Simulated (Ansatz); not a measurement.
```
Ga P
1.0
     0.00000    2.72550    2.72550
     2.72550    0.00000    2.72550
     2.72550    2.72550    0.00000
Ga P
1 1
Direct
  0.00000 0.00000 0.00000
  0.25000 0.25000 0.25000
```

```
orbitals            : PBE
datasets            : hard PAW set made for 700 eV
k mesh              : 6×6×6
empty bands         : 399
response cutoff     : 180 eV
wave cutoff         : 700 eV
frequencies         : plasmon pole, fitted at the program's default frequency
q → 0 term          : analytic weight of Carrier, Rohra and Görling
points solved       : Γ, L, X
band sums           : cut at the band count
spin-orbit coupling : off
```

Program: Ansatz. The Kohn-Sham gap (from Γ to X) is 1.65 eV and the electronic dielectric constant on this mesh 12.2.

**Question.** What G0W0 gap follows between the same band edges?

**Answer.** 2.14 eV, a change of +0.49 eV. The valence edge moves by -0.66 eV (Z = 0.78) and the conduction edge by -0.18 eV (Z = 0.81).

Band sums or response are cut, so the gap isn't at its basis limit. Filled d shells converge slowest, and with PAW files the limit can differ from the all-electron one by tenths of an eV. The gap is read among the points solved; the crystal's band edges can lie elsewhere. Meshes this coarse can overestimate the dielectric constant by a tenth and more.
